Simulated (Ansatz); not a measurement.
Data:

ZnS:
```
CELL_PARAMETERS angstrom
      3.78226     0.00000     0.00000
     -1.89113     3.27553     0.00000
      0.00000     0.00000     6.20759
ATOMIC_POSITIONS crystal
  Zn 0.33333 0.66667 0.00039
  Zn 0.66667 0.33333 0.50039
  S  0.33333 0.66667 0.37461
  S  0.66667 0.33333 0.87461
```

This is the PBEsol-relaxed structure. Tensor components refer to the Cartesian frame of this cell.

Q: All from DFT-PBEsol in the program Ansatz with PAW potentials, unless another level is named. Estimate the Young's modulus.

A: 89.3 GPa.

Q: Give the elastic constants (relaxed ions, GPa).

A: C11 = 126, C12 = 59.6, C13 = 46.2, C33 = 150, C44 = 28.6.

Space group P6_3mc (wurtzite). The PBEsol relaxation kept the symmetry of its start.

Potentials: the earlier of the program's two PAW sets. The files were generated under PBE; for other functionals the program regenerates the frozen cores, and for LDA and PBEsol the local potential too.
